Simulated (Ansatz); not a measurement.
RbVF$_{3}$: pressure against volume

RbVF$_{3}$, Pm-3m, a = 4.178 Å. The structure is a COD entry; whether it is the stable form wasn't checked. Ansatz: r2SCAN, PAW, 500 eV, Γ-centred 8×8×8 mesh on 5 atoms, Gaussian smearing 0.02 eV; collinear spin, largest moment 2.3 μB. Symmetry fixes shape and atoms, so the cell is only scaled; pressure is positive in compression.

| V (Å³/atom) | P (GPa) |
| --- | --- |
| 12.835 | 13.53 |
| 13.273 | ? |
| 13.710 | 5.60 |
| 14.148 | 2.56 |
| 14.585 | 0.00 |
| 15.023 | -2.15 |
| 15.460 | -3.97 |
| 16.044 | -5.95 |

Problem. Take V0 = 14.585 Å³/atom, fit the third-order Birch–Murnaghan form to the other rows, and predict the missing pressure.

Solution. With the Eulerian strain f = ½[(V0/V)^(2/3) − 1] and y = P/[3f(1 + 2f)^(5/2)], the form is the line y = B0 + 1.5 B0 (B0′ − 4) f. Rows (f, y): 0.04447, 82.0; 0.02105, 80.0; 0.01024, 79.2; -0.00977, 77.1; -0.01905, 76.6; -0.03079, 75.5. Means f = 0.002692, y = 78.400; Σ(Δf)² = 0.003888, ΣΔfΔy = 0.3382; the slope is their ratio. y = 78.17 + 86.99 f GPa, so B0 = 78.2 GPa and B0′ = 4 + 2 × (86.99)/(3 × 78.17) = 4.74. At V = 13.273, f = 0.03243, y = 80.99 and P = 9.22 GPa. The run gave 9.22 GPa, the same to the digits shown.

The state reached may not be the lowest one. The cell holds one magnetic atom, so it can only be ferromagnetic; an antiferromagnetic order may lie lower.

Symmetry holds off the tilts and polar distortions that many cubic perovskites undergo.